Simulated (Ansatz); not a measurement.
A distorted cell of InSb (zinc blende):

```yaml
crystal:
  lattice:
    - [0.00000, 6.63495, 6.63495]
    - [3.31748, 3.31748, 6.63495]
    - [3.31748, 3.31748, 0.00000]
  atoms:
    - { symbol: Sb, position: [0.99096, 0.75904, 0.74096] }
    - { symbol: Sb, position: [0.50904, 0.74096, 0.75904] }
    - { symbol: In, position: [0.99201, 0.00799, 0.00799] }
    - { symbol: In, position: [0.50799, 0.99201, 0.99201] }
```

Computed with PBE (plane waves to 420 eV, PAW, scalar-relativistic; Ansatz, a first-principles code). k mesh 12×12×12 (Γ-centred), Fermi-Dirac smearing 0.05 eV. Compression counts positive. With partly filled bands, energies and forces of such displacements shift with the k mesh and the smearing. At this level the bands of InSb touch or barely overlap; measurements give the solid a gap. InSb was relaxed with its symmetry unable to fall. Spin-orbit coupling is left out, though Sb is heavy. The PAW data are Ansatz's earlier set.

What forces act on the atoms (eV/Å, Cartesian)?


| atom | Fx | Fy | Fz |
|---|---|---|---|
| Sb1 | 0.000 | 0.675 | 0.000 |
| Sb2 | 0.000 | -0.675 | 0.000 |
| In3 | -0.563 | 0.000 | 0.000 |
| In4 | 0.563 | 0.000 | 0.000 |

(A displaced cell: forces are minus the slopes of the energy, force constants its curvatures, and phonons follow from these.)
